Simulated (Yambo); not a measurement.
Yambo run on KHgF₃ (space group Cmmm, No. 65, within 0.06 Å of Pm-3m). The wavefunctions are norm-conserving PBEsol (Quantum ESPRESSO, 84 Ry, no spin-orbit coupling) ones on a 2×2×2 mesh (25 occupied bands); a = b = 4.533 Å, c = 4.524 Å, α = β = 90.00°, γ = 90.11°.

Yambo input:

```
rim_cut
gw0
dyson
el_el_corr
HF_and_locXC
ppa
em1d
RandQpts= 1000000
RandGvec= 1 Ry
EXXRLvcs= 84 Ry
VXCRLvcs= 336 Ry
Chimod= "HARTREE"
% BndsRnXp
 5 | 142 |
%
NGsBlkXp= 2 Ry
% LongDrXp
 1.0 | 1.0 | 1.0 |
%
PPAPntXp= 27.2114 eV
% GbndRnge
 1 | 142 |
%
GTermKind= "BG"
DysSolver= "n"
ExtendOut
% QPkrange
 1 | 1 | 25 | 26 |
 6 | 6 | 25 | 25 |
%
```

k points by index: 1 = Γ, 6 = (-0.5, -0.5, -0.5).

Table of the .qp output:

```
#    K-point    Band    Eo [eV]    E [eV]    E-Eo [eV]    Vxc [eV]    Vnlxc [eV]    Sc|Eo [eV]    Sc|E [eV]    dSc/dw|Eo [eV]    Re(Z)    Im(Z)
#
    1    25    -2.552277    -5.102306    -2.550029    -21.57346    -29.32875    4.622913    5.205260    -6.209707    0.814138    -0.006975
    1    26    0.413748    1.513259    1.099511    -13.05446    -8.814171    -2.962453    -3.140773    -4.412855    0.860459    -0.915001E-3
    6    25    0.000000    -1.541795    -1.541795    -24.89781    -30.27903    3.541509    3.839424    -5.257558    0.838073    -0.001079
```
(The two width columns are left out.) Convergence of these settings isn't established.

Geometry of the Materials Project entry, not relaxed at this level.
